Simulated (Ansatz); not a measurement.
Ce (fcc, Cu type)

```xyz
1
Lattice="0.0000 2.3661 2.3661 2.3661 0.0000 2.3661 2.3661 2.3661 0.0000" Properties=species:S:1:pos:R:3 pbc="T T T"
Ce     0.0000     0.0000     0.0000
```

The slice is a {100} plane (indices of the conventional cell) through the point (0.000, 0.000, 0.000) (fractional), spanned by u = [100] and v = [0 1 -1] in vectors of this cell: u (3.35 Å) and v (3.35 Å, at 90° to u). It covers one period; positions are fractions (u, v).

Calculation: PBE (plane waves to 420 eV, PAW, scalar-relativistic; Ansatz, a program for electronic structure). k mesh 17×17×17. Near the nuclei the fields are pseudised (PAW); where an atom keeps semicore shells as valence, they peak there. Ce is run without spin polarisation. Ce was relaxed with its symmetry unable to fall. The relaxed volume of Ce is well below the measured one. The f-shell state is unchecked: a lower one may exist.

Question: Predict the map of the electrostatic potential energy of an electron, from the cell's mean on the slice.

Answer: 
```
|xxxxxxxxx00023332000xxxxxxxx|
|xxxxxxxxx00023432000xxxxxxxx|
|xxxxxxxx0000344430000xxxxxxx|
|xxxxxxxx0001345431000xxxxxxx|
|xxxxxxx000034555430000xxxxxx|
|xxxxxx00002456665420000xxxxx|
|xxxxx0000135677765310000xxxx|
|xxx00000135677777653100000xx|
|0000000135677888776531000000|
|0000002356788898887653200000|
|0000134567889999988765431000|
|1223345677899999998776543322|
|3334456778899999998877654433|
|3344556778999999999877655443|
|3334456778899999998877654433|
|1223345677899999998776543322|
|0000134567889999988765431000|
|0000002356788898887653200000|
|0000000135677888776531000000|
|xxx00000135677777653100000xx|
|xxxxx0000135677765310000xxxx|
|xxxxxx00002456665420000xxxxx|
|xxxxxxx000034555430000xxxxxx|
|xxxxxxxx0001345431000xxxxxxx|
|xxxxxxxx0000344430000xxxxxxx|
|xxxxxxxxx00023432000xxxxxxxx|
|xxxxxxxxx00023332000xxxxxxxx|
|xxxxxxxxx00013331000xxxxxxxx|
```
Scale: ten equal steps from 4.00 (start of '0') to 12.12 (end of '9'), in the order '0123456789'. Values: electrostatic potential energy of an electron, from the cell's mean, in eV. The map has 28 points along u (one character each, u = 0 at the left) and 28 along v (v = 0 in the bottom row). Points within 1 Å of a nucleus are blanked (x), as the pseudised field means little there. Values under 4 eV are set to 4. The zero, the cell's mean, hangs on the PAW cores.
